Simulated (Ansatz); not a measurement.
Bi (A7 (α-As type), R-3m) under volume change, DFT-LDA in the program Ansatz with PAW potentials, shape and atoms relaxed at each volume.

```json
[
 {"V (Å³/atom)": "30.487", "E − E(relaxed) (meV/atom)": "44.5", "P (GPa)": "5.28"},
 {"V (Å³/atom)": "31.492", "E − E(relaxed) (meV/atom)": "18.3", "P (GPa)": "3.15"},
 {"V (Å³/atom)": "32.497", "E − E(relaxed) (meV/atom)": "4.2", "P (GPa)": "1.41"},
 {"V (Å³/atom)": "33.503", "E − E(relaxed) (meV/atom)": "0.0", "P (GPa)": "0.00"},
 {"V (Å³/atom)": "34.508", "E − E(relaxed) (meV/atom)": "___", "P (GPa)": "___"},
 {"V (Å³/atom)": "35.513", "E − E(relaxed) (meV/atom)": "___", "P (GPa)": "___"},
 {"V (Å³/atom)": "36.518", "E − E(relaxed) (meV/atom)": "28.3", "P (GPa)": "-2.65"}
]
```

Question: Fill in the missing entries.

Answer: 
- 35.513, E − E(relaxed) (meV/atom): 13.6
- 35.513, P (GPa): -2.00
- 34.508, E − E(relaxed) (meV/atom): 3.7
- 34.508, P (GPa): -1.13

Question: What does a third-order Birch–Murnaghan fit give for V₀, B₀ and B′?

Answer: V₀ = 33.50 Å³/atom, B₀ = 41.3 GPa, B′ = 6.6.

The LDA relaxation kept the symmetry of its start. Spin–orbit coupling is left out wherever it is not named.

Potentials: the later of the program's two PAW sets.
